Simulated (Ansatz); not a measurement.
Relaxed candidate structures of GaAs:

A. F-43m (No. 216), cF8, zinc blende type; a = b = c = 5.6588 Å, α = β = γ = 90.00°; As 4c (0.250, 0.250, 0.250); Ga 4a (0.000, 0.000, 0.000)

B. P-6m2 (No. 187), hP2, AFLOW prototype AB_hP2_187_d_a (B_h, as in WC); a = 3.685 Å, b = 3.685 Å, c = 3.289 Å, α = 90.00°, β = 90.00°, γ = 120.00°; Ga 1a (0.000, 0.000, 0.000); As 1d (0.333, 0.667, 0.500)

C. Pm-3m (No. 221), cP2, CsCl type; a = b = c = 3.306 Å, α = β = γ = 90.00°; Ga 1a (0.000, 0.000, 0.000); As 1b (0.500, 0.500, 0.500)

D. P4/mmm (No. 123), tP2; a = 3.7375 Å, b = 3.7375 Å, c = 2.7042 Å, α = 90.00°, β = 90.00°, γ = 90.00°; As 1d (0.500, 0.500, 0.500); Ga 1b (0.000, 0.000, 0.500)

Q: Rank these by energy per atom (lowest first), as PBEsol (plane waves to 420 eV, PAW, scalar-relativistic; Ansatz, an electronic-structure program) gives it.

A: A (reference, the lowest among the structures calculated here), D (+0.34 eV/atom), B (+0.37 eV/atom), C (+0.49 eV/atom)

Q: Which candidates are metallic at this level, and what gaps do the others have?

A: No gap: B, C, D. A: 0.42 eV (no spin-orbit coupling).

 1 generated cell of layers, chains or molecules, poorly bound without dispersion, is left out. Each run could gain symmetry but not lose that of its start, so entries can be saddle points. From databases, or of a type measured for this composition: F-43m, cF8, zinc blende type; the others are generated cells (placed on structure types, drawn at random, substituted or restacked) that were not matched to a known phase here. Energies are at zero temperature and pressure, without zero-point motion. The runs use different k-meshes, so differences are rounded accordingly. No spin polarisation in the result.
